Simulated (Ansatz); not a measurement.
Relaxed Pd (fcc, Cu type):

```
CELL_PARAMETERS angstrom
      0.00000     3.94259     3.94259
      1.97130     1.97130     3.94259
      1.97130     1.97130     0.00000
ATOMIC_POSITIONS crystal
  Pd 0.00000 0.00000 0.00000
  Pd 0.50000 0.00000 0.00000
```

A phonon eigenvector at X = (0.5, 0.5, 0.0) is frozen into this cell: atom i moves by Q times the vector below, so Q is the largest atomic displacement, in Å. The cell is held. It is one choice among 2 degenerate patterns. (q is in reciprocal vectors of the primitive cell; the cell shown is doubled to hold the pattern.)

| atom | x | y | z |
|---|---|---|---|
| Pd1 | 0.000 | 1.000 | 0.000 |
| Pd2 | 0.000 | -1.000 | 0.000 |

All values below come from PBE (plane waves to 420 eV, PAW, scalar-relativistic; Ansatz, a program for electronic structure). k mesh 20×20×20 (Γ-centred), Fermi-Dirac smearing 0.05 eV. Energies are smeared free energies. With partly filled bands, energies and forces of such displacements shift with the k mesh and the smearing. Pd is run without spin polarisation. Pd was relaxed with its symmetry unable to fall. The PAW data are Ansatz's earlier set. ΔE is measured from the undisplaced structure.

```
Q (Å)   ΔE (meV/cell)  −dE/dQ from forces (eV/Å)
------  -------------  -------------------------
-0.180            [?]                      3.070
-0.150            [?]                      2.532
-0.120            121                      2.023
-0.090            [?]                      1.517
-0.060             30                      1.011
-0.030              8                      0.505
0.000               0                      0.000
0.030               8                     -0.505
0.060              30                     -1.011
0.090             [?]                     -1.517
0.120             121                     -2.023
0.150             [?]                     -2.532
0.180             [?]                     -3.070
```

Problem. What belongs in the gaps?

Solution. 
- -0.180, ΔE (meV/cell): 274
- -0.150, ΔE (meV/cell): 190
- -0.090, ΔE (meV/cell): 68
- 0.090, ΔE (meV/cell): 68
- 0.150, ΔE (meV/cell): 190
- 0.180, ΔE (meV/cell): 274

(A displaced cell: forces are minus the slopes of the energy, force constants its curvatures, and phonons follow from these.)
